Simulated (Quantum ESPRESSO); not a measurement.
# WHf2O6F2: one run as intended and one with a planted mistake

Simulated, not a measurement. The program is pw.x of Quantum ESPRESSO 7.5 (plane-wave density functional theory). The cell is made up: 11 atoms on a rutile lattice with one site empty, with randomly drawn elements, strain and displacements, not relaxed. PseudoDojo standard norm-conserving files (v0.5 for PBE, v0.4.1 for LDA and PBEsol) set the functional; there is no spin polarisation, spin-orbit coupling or dispersion term, and the masses in the input are unused placeholders.

The hafnium pseudopotential is less sure than the others, with forces about 3 percent (worst 6) and pressure in oxides about 1.5 GPa (worst 2.7) from a second method in checks, which no rerun with the same files tests.

Intended input:

```
&control calculation='scf', pseudo_dir='./dojo.nc.sr.pbe.v0_5.standard.upf', outdir='./o', disk_io='low', tprnfor=.true., tstress=.true. /
&system ibrav=0, nat=11, ntyp=4, nbnd=50, ecutwfc=84.00895049, nosym=.true., tot_charge=0,
 occupations='smearing', smearing='fd', degauss=0.0018374661
/
&electrons conv_thr=7.350e-09, electron_maxstep=60, /
ATOMIC_SPECIES
F 1.0 F.upf
Hf 1.0 Hf.upf
O 1.0 O.upf
W 1.0 W.upf
CELL_PARAMETERS angstrom
4.8724 -0.0371 0.0805
-0.0371 4.9129 -0.0068
0.107 -0.0091 6.562
ATOMIC_POSITIONS angstrom
W 0.0373 -0.0484 -0.0918
Hf 2.5912 2.3863 1.7776
Hf 0.1168 0.1462 3.3905
O 1.5006 1.4334 -0.0112
F 3.3538 3.4779 0.0839
O 3.9301 1.0456 1.7361
O 1.0276 3.9504 1.6142
F 1.5919 1.4563 3.2277
O 3.3656 3.3303 3.3593
O 4.0598 0.9882 5.0027
O 0.9215 3.8283 4.8175
K_POINTS automatic
5 5 4 1 1 1
```

The log is shortened where brackets say so; the opening notice, blank lines, dates and the lines on written files are dropped, and the path of the files is cut. It prints rydbergs, bohrs and kilobars, and counts compression as positive stress. Where no state is partly filled, the Fermi energy that it prints is only some level between the filled and the empty states on the mesh, and need not lie in the true gap.

Log of the intended run:

```
     Program PWSCF v.7.5
     Parallel version (MPI & OpenMP), running on       4 processor cores
     Number of MPI processes:                 4
     Threads/MPI process:                     1
     [start-up lines left out]
     bravais-lattice index     =            0
     lattice parameter (alat)  =       9.2090  a.u.
     unit-cell volume          =    1059.6709 (a.u.)^3
     number of atoms/cell      =           11
     number of atomic types    =            4
     number of electrons       =        88.00
     number of Kohn-Sham states=           50
     kinetic-energy cutoff     =      84.0090  Ry
     charge density cutoff     =     336.0358  Ry
     scf convergence threshold =      7.3E-09
     mixing beta               =       0.7000
     number of iterations used =            8  plain     mixing
     Exchange-correlation= PBE
                           (   1   4   3   4   0   0   0)
     [axes and pseudopotential details left out]
   Cartesian axes
     site n.     atom                  positions (alat units)
         1        W      tau(   1) = (   0.0076541  -0.0099319  -0.0188377  )
         2        Hf     tau(   2) = (   0.5317239   0.4896776   0.3647701  )
         3        Hf     tau(   3) = (   0.0239678   0.0300008   0.6957432  )
         4        O      tau(   4) = (   0.3079287   0.2941390  -0.0022983  )
         5        F      tau(   5) = (   0.6882122   0.7136780   0.0172166  )
         6        O      tau(   6) = (   0.8064711   0.2145610   0.3562542  )
         7        O      tau(   7) = (   0.2108673   0.8106367   0.3312398  )
         8        F      tau(   8) = (   0.3266638   0.2988382   0.6623360  )
         9        O      tau(   9) = (   0.6906336   0.6833899   0.6893408  )
        10        O      tau(  10) = (   0.8330860   0.2027823   1.0265726  )
        11        O      tau(  11) = (   0.1890952   0.7855814   0.9885689  )
     number of k points=    50  Fermi-Dirac smearing, width (Ry)=  0.0018
                       cart. coord. in units 2pi/alat
        k(    1) = (   0.0992692   0.1000681   0.0913501), wk =   0.0400000
        k(    2) = (   0.0962028   0.1003020   0.2770606), wk =   0.0400000
     [further k points left out]
     Dense  grid:   110185 G-vectors     FFT dimensions: (  54,  60,  75)
     Estimated max dynamical RAM per process >     318.60 MB
     Estimated total dynamical RAM >       1.17 GB
     Initial potential from superposition of free atoms
     starting charge      87.9958, renormalised to      88.0000
     Starting wfcs are   62 randomized atomic wfcs
     total cpu time spent up to now is       14.3 secs
     per-process dynamical memory:   250.8 Mb
     Self-consistent Calculation
     iteration #  1     ecut=    84.01 Ry     beta= 0.70
     Davidson diagonalization with overlap
     ethr =  1.00E-02,  avg # of iterations =  2.0
     total cpu time spent up to now is       38.2 secs
     total energy              =    -671.80022340 Ry
     estimated scf accuracy    <       5.73207156 Ry
     iteration #  2     ecut=    84.01 Ry     beta= 0.70
     Davidson diagonalization with overlap
     ethr =  6.51E-03,  avg # of iterations =  6.4
     total cpu time spent up to now is       73.6 secs
     total energy              =    -668.92148922 Ry
     estimated scf accuracy    <      50.53934257 Ry
     [iterations 3 to 19 left out]
     iteration # 20     ecut=    84.01 Ry     beta= 0.70
     Davidson diagonalization with overlap
     ethr =  1.19E-11,  avg # of iterations =  4.4
     total cpu time spent up to now is      521.2 secs
     total energy              =    -675.13206074 Ry
     estimated scf accuracy    <       0.00000001 Ry
     iteration # 21     ecut=    84.01 Ry     beta= 0.70
     Davidson diagonalization with overlap
     ethr =  1.19E-11,  avg # of iterations =  2.0
     total cpu time spent up to now is      547.6 secs
     End of self-consistent calculation
     [lines on levels left out]
     the Fermi energy is     6.9260 ev
!    total energy              =    -675.13206074 Ry
     estimated scf accuracy    <          3.1E-09 Ry
     smearing contrib. (-TS)   =      -0.00000000 Ry
     internal energy E=F+TS    =    -675.13206074 Ry
     The total energy is F=E-TS. E is the sum of the following terms:
     one-electron contribution =    -252.88275988 Ry
     hartree contribution      =     163.38900458 Ry
     xc contribution           =    -161.42025306 Ry
     ewald contribution        =    -424.21805238 Ry
     convergence has been achieved in  21 iterations
     Forces acting on atoms (cartesian axes, Ry/au):
     atom    1 type  4   force =     0.20984048    0.14065723   -0.11818452
     atom    2 type  2   force =    -0.03002031    0.13490482    0.02435976
     atom    3 type  2   force =    -0.11211972   -0.13928265    0.00211177
     atom    4 type  3   force =    -0.14672359   -0.14853095    0.03489024
     atom    5 type  1   force =     0.03430111    0.02617093    0.01781317
     atom    6 type  3   force =     0.09991514   -0.11965683   -0.05376540
     atom    7 type  3   force =    -0.07943287    0.04544746   -0.07832139
     atom    8 type  1   force =    -0.01197707   -0.01008267    0.01221584
     atom    9 type  3   force =     0.04258321    0.05089774   -0.09260537
     atom   10 type  3   force =     0.07413062   -0.09564672    0.11209777
     atom   11 type  3   force =    -0.08049700    0.11512165    0.13938812
     Total force =     0.545789     Total SCF correction =     0.000090
     Computing stress (Cartesian axis) and pressure
          total   stress  (Ry/bohr**3)                   (kbar)     P=     -157.67
  -0.00063268  -0.00011703  -0.00044690          -93.07      -17.22      -65.74
  -0.00011703  -0.00091885  -0.00032499          -17.22     -135.17      -47.81
  -0.00044690  -0.00032499  -0.00166392          -65.74      -47.81     -244.77
     init_run     :     13.29s CPU     14.04s WALL (       1 calls)
     electrons    :    530.51s CPU    533.41s WALL (       1 calls)
     forces       :      4.61s CPU      4.69s WALL (       1 calls)
     stress       :     15.83s CPU     16.45s WALL (       1 calls)
     [timing details left out]
     PWSCF        :   9m24.60s CPU   9m29.18s WALL
     JOB DONE.
```

A second run has one planted mistake: the k-point mesh is too coarse. The input lines that differ, file-writing options aside:

```
- 5 5 4 1 1 1
+ 1 1 1 1 1 1
```

Its log:

```
     Program PWSCF v.7.5
     Parallel version (MPI & OpenMP), running on       4 processor cores
     Number of MPI processes:                 4
     Threads/MPI process:                     1
     [start-up lines left out]
     bravais-lattice index     =            0
     lattice parameter (alat)  =       9.2090  a.u.
     unit-cell volume          =    1059.6709 (a.u.)^3
     number of atoms/cell      =           11
     number of atomic types    =            4
     number of electrons       =        88.00
     number of Kohn-Sham states=           50
     kinetic-energy cutoff     =      84.0090  Ry
     charge density cutoff     =     336.0358  Ry
     scf convergence threshold =      7.3E-09
     mixing beta               =       0.7000
     number of iterations used =            8  plain     mixing
     Exchange-correlation= PBE
                           (   1   4   3   4   0   0   0)
     [axes and pseudopotential details left out]
   Cartesian axes
     site n.     atom                  positions (alat units)
         1        W      tau(   1) = (   0.0076541  -0.0099319  -0.0188377  )
         2        Hf     tau(   2) = (   0.5317239   0.4896776   0.3647701  )
         3        Hf     tau(   3) = (   0.0239678   0.0300008   0.6957432  )
         4        O      tau(   4) = (   0.3079287   0.2941390  -0.0022983  )
         5        F      tau(   5) = (   0.6882122   0.7136780   0.0172166  )
         6        O      tau(   6) = (   0.8064711   0.2145610   0.3562542  )
         7        O      tau(   7) = (   0.2108673   0.8106367   0.3312398  )
         8        F      tau(   8) = (   0.3266638   0.2988382   0.6623360  )
         9        O      tau(   9) = (   0.6906336   0.6833899   0.6893408  )
        10        O      tau(  10) = (   0.8330860   0.2027823   1.0265726  )
        11        O      tau(  11) = (   0.1890952   0.7855814   0.9885689  )
     number of k points=     1  Fermi-Dirac smearing, width (Ry)=  0.0018
                       cart. coord. in units 2pi/alat
        k(    1) = (  -0.4978794  -0.5002237  -0.3638955), wk =   2.0000000
     Dense  grid:   110185 G-vectors     FFT dimensions: (  54,  60,  75)
     Estimated max dynamical RAM per process >     181.94 MB
     Estimated total dynamical RAM >     647.05 MB
     Initial potential from superposition of free atoms
     starting charge      87.9958, renormalised to      88.0000
     Starting wfcs are   62 randomized atomic wfcs
     total cpu time spent up to now is        2.9 secs
     per-process dynamical memory:   112.6 Mb
     Self-consistent Calculation
     iteration #  1     ecut=    84.01 Ry     beta= 0.70
     Davidson diagonalization with overlap
     ethr =  1.00E-02,  avg # of iterations =  2.0
     total cpu time spent up to now is        4.2 secs
     total energy              =    -671.71198120 Ry
     estimated scf accuracy    <       5.80494856 Ry
     iteration #  2     ecut=    84.01 Ry     beta= 0.70
     Davidson diagonalization with overlap
     ethr =  6.60E-03,  avg # of iterations =  6.0
     total cpu time spent up to now is        6.3 secs
     total energy              =    -668.56609451 Ry
     estimated scf accuracy    <      52.64073073 Ry
     [iterations 3 to 17 left out]
     iteration # 18     ecut=    84.01 Ry     beta= 0.70
     Davidson diagonalization with overlap
     ethr =  1.63E-10,  avg # of iterations =  2.0
     total cpu time spent up to now is       30.8 secs
     total energy              =    -675.10356908 Ry
     estimated scf accuracy    <       0.00000006 Ry
     iteration # 19     ecut=    84.01 Ry     beta= 0.70
     Davidson diagonalization with overlap
     ethr =  6.40E-11,  avg # of iterations =  2.0
     total cpu time spent up to now is       32.0 secs
     End of self-consistent calculation
     [lines on levels left out]
     the Fermi energy is     7.0435 ev
!    total energy              =    -675.10356909 Ry
     estimated scf accuracy    <          2.5E-09 Ry
     smearing contrib. (-TS)   =      -0.00000000 Ry
     internal energy E=F+TS    =    -675.10356909 Ry
     The total energy is F=E-TS. E is the sum of the following terms:
     one-electron contribution =    -253.01540246 Ry
     hartree contribution      =     163.58703368 Ry
     xc contribution           =    -161.45714794 Ry
     ewald contribution        =    -424.21805238 Ry
     convergence has been achieved in  19 iterations
     Forces acting on atoms (cartesian axes, Ry/au):
     atom    1 type  4   force =     0.20920202    0.15161551   -0.11370377
     atom    2 type  2   force =    -0.03402857    0.12828800    0.04321294
     atom    3 type  2   force =    -0.11701261   -0.14083623    0.01461961
     atom    4 type  3   force =    -0.15349664   -0.15884829    0.05377111
     atom    5 type  1   force =     0.04667425    0.03721287    0.03050234
     atom    6 type  3   force =     0.10513487   -0.11726786   -0.05715319
     atom    7 type  3   force =    -0.07822529    0.05269940   -0.08632122
     atom    8 type  1   force =    -0.02087520   -0.01938908   -0.00839015
     atom    9 type  3   force =     0.04264511    0.04933836   -0.11259226
     atom   10 type  3   force =     0.08153287   -0.10147180    0.10127956
     atom   11 type  3   force =    -0.08155081    0.11865911    0.13477502
     Total force =     0.563393     Total SCF correction =     0.000111
     Computing stress (Cartesian axis) and pressure
          total   stress  (Ry/bohr**3)                   (kbar)     P=     -149.00
  -0.00046342  -0.00011298  -0.00042957          -68.17      -16.62      -63.19
  -0.00011298  -0.00074606  -0.00030102          -16.62     -109.75      -44.28
  -0.00042957  -0.00030102  -0.00182927          -63.19      -44.28     -269.09
     init_run     :      2.51s CPU      2.66s WALL (       1 calls)
     electrons    :     28.75s CPU     29.10s WALL (       1 calls)
     forces       :      0.57s CPU      0.63s WALL (       1 calls)
     stress       :      1.43s CPU      1.47s WALL (       1 calls)
     [timing details left out]
     PWSCF        :     33.55s CPU     34.22s WALL
     JOB DONE.
```

```
                                            intended run  run with the mistake
                          free energy (eV)     -9185.640             -9185.252
                    smearing term -TS (eV)        0.0000                0.0000
                            pressure (GPa)        -15.77                -14.90
            largest force component (eV/Å)         5.395                 5.379
largest change of a force component (eV/Å)                               0.530
                                iterations            21                    19
```

For scale, a rerun of the intended cell at a cutoff of 1437 eV and k mesh 7 x 7 x 6 moved values by no more than 0.005 eV in energy, 0.03 GPa in stress and 0.004 eV/Å in force.